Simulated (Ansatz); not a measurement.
Ba$_{2}$FeWO$_{6}$, one cell by several methods

```xyz
10
Lattice="-2.8724 2.8724 4.0555 2.8724 -2.8724 4.0555 2.8724 2.8724 -4.0555" Properties=species:S:1:pos:R:3 pbc="T T T"
Ba    0.0000    2.8724    2.0278
Ba    2.8724    0.0000    2.0278
Fe    0.0000    0.0000    4.0555
W     0.0000    0.0000    0.0000
O     1.3730    1.3730    0.0000
O     1.4994   -1.4994    4.0555
O     1.4994    1.4994    4.0555
O    -1.4994    1.4994    4.0555
O     0.0000    0.0000    1.9142
O     0.0000    0.0000    6.1968
```

Atom numbers follow the list: Ba1, Ba2, Fe3, W4, O5, O6, O7, O8, O9, O10.

The cell comes from COD entry 1531103, which wasn't checked; take it as a given geometry.

Semilocal functionals without U often leave such compounds metallic or with too small a gap, and the real magnetic order may differ.

The magnetic state is the one reached from the start moments; no search over orders was made, so it needn't be the ground state.

Spin–orbit coupling is left out, though it moves levels of the heavy atoms by tenths of an eV or more.

Methods: DFT, LDA, PAW with Ansatz's default frozen-core files, scalar-relativistic (Ansatz 0.2.0); DFT, LDA, all-electron PAW with datasets made for the crystal, scalar-relativistic (Ansatz 0.2.0); DFT, LDA, all-electron LAPW, scalar-relativistic (Ansatz 0.2.0).

For PAW: a Γ-centred 7×7×7 k mesh, Fermi–Dirac smearing of 0.05 eV, cutoff 420 eV, spin-polarised from start moments Fe3 3 μB; the PAW files were made with PBE, and the program remakes their frozen cores for this functional. The crystal-made all-electron datasets (AE datasets) take a cutoff of 660 eV at this cell. LAPW targets a basis error of 1 meV/atom. The Ansatz runs share mesh, smearing and spin set-up. Plane-wave (PAW) pressures include the program's estimate of the Pulay term.

Stress and pressure are positive in compression.

Levels count from the Fermi level.

| quantity | PAW | AE datasets | LAPW |
| --- | --- | --- | --- |
| pressure (GPa) | -7.47 | -7.39 | -7.38 |
| stress xx (GPa) | -8.12 | -8.04 | -8.04 |
| stress zz (GPa) | -6.16 | -6.08 | -6.08 |
| force on O5, x (eV/Å) | 0.143 | 0.148 | 0.148 |
| moment of the cell (μB) | 4.000 | 4.000 | 4.000 |
| highest filled spin-up level at Γ (eV) | -2.043 | -2.042 | -2.042 |
| lowest empty spin-up level at Γ (eV) | 1.279 | 1.288 | 1.288 |
| highest filled spin-up level at N (eV) | -0.806 | -0.804 | -0.804 |
| lowest empty spin-up level at N (eV) | 1.214 | 1.223 | 1.223 |
| highest filled spin-up level at X (eV) | -1.788 | -1.787 | -1.787 |
| lowest empty spin-up level at X (eV) | 1.018 | 1.028 | 1.028 |

PAW's pressure differs from the LAPW value by -0.08 GPa.
